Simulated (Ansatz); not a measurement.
RbCaH3: energy along a strain

RbCaH3, Pm-3m, a = 4.547 Å (as given, not relaxed at this level: -2.4 GPa). The structure is a COD entry; whether it is the stable form wasn't checked. Ansatz: LDA, PAW, 420 eV, Γ-centred 6×6×6 mesh on 5 atoms, Gaussian smearing 0.05 eV; no spin polarisation. Cell vectors (Å): 4.547 0.000 0.000; 0.000 4.547 0.000; 0.000 0.000 4.547. The cell is strained by x per cent times the pattern (1 1 0 0 0 0) in the order xx yy zz yz xz xy (engineering shears), with fractional coordinates held. y is the free energy over the start, V0 = 18.802 Å³/atom. Points with a strain past 8.5 % were computed too (3) and aren't used here.

```
x (%) y (meV/atom)
-7.50             ?
-5.00         -9.67
-2.50         -9.81
 0.00          0.00
 2.50         17.79
 5.00         41.95
 7.50         71.16
```

Question: Fit y = c1 x + c2 x² + c3 x³ to the other rows, get the stiffness along the pattern, and predict the missing energy.

Answer: Least squares on the rows shown. y = 5.6007 x + 0.64629 x² − 0.017127 x³. The clamped-ion stiffness p·C·p = 2 × 6.463 eV × 160.2 / 18.802 Å³ = 110 GPa (second derivative at the start, which stands under stress). At x = -7.50 the fit asked for gives 1.57 meV/atom. The run gave 2.80 meV/atom, so the fit is 1.23 meV/atom too low, 1.5 % of the span of the series, against an rms of 0.06 meV/atom on the fitted rows. The row lies outside the fitted range. With a term in x⁴ added, a fit to the same known rows predicts 2.70 meV/atom, so most of the miss is curvature that the known rows already hold.